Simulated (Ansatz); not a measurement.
Input:

FeBiO₃:
```xyz
10
Lattice="0.0000 5.2939 0.0000 5.2843 0.0000 0.0000 -2.4053 -2.6469 -4.6914" Properties=species:S:1:pos:R:3 pbc="T T T"
Bi    -0.9347    -1.1931    -2.3819
Fe    -1.0604     1.4073    -4.3873
O      1.2774     4.2527    -1.5481
O      2.8542     0.0046    -3.8496
O      2.8689     2.6279    -3.7604
Bi     1.7074     1.1931    -2.3819
Fe     1.5818    -1.4073    -4.3873
O      3.9196     1.0411    -1.5481
O      0.2267     2.6659    -3.7604
O      0.2120    -0.0046    -3.8496
```
The run is spin-polarised; directions of the spins, atom by atom: 0 ↑ 0 0 0 0 ↓ 0 0 0.

This is the PBEsol-relaxed structure. x, y and z are the axes in which the lattice vectors are written.

### Question
All from the program Ansatz at the PBEsol level (PAW), unless another level is named. Estimate the formation energy from the elements (no fitted shifts).

### Answer
-1.23 eV/atom.

### Question
And the band gap?

### Answer
0.63 eV (direct).

### Question
Next, the valence-band maximum?

### Answer
at Z (k = 0.000, 0.000, 0.500 in fractions of the reciprocal vectors).

Space group Cc. The start of the workflow was typed in or built on a structure type; neither database checked (COD, Materials Project) lists it. It is not the phase usual at ambient conditions (space group No. 161). Symmetry was held in the PBEsol relaxation, as lowered by the spin order; whether a distortion lowers the energy is not shown. The final state is antiferromagnetic, chosen from 3 collinear starts compared on coarse meshes (ties went to the first, and starts can fall back to one state), not a proven ground state. No Hubbard U is applied. The references are the lowest solids computed at this level, not always the standard phases (solids in place of the gases). Scalar-relativistic: spin–orbit coupling is off unless named, which matters more the heavier the elements.

Potentials: the later of the program's two PAW sets.
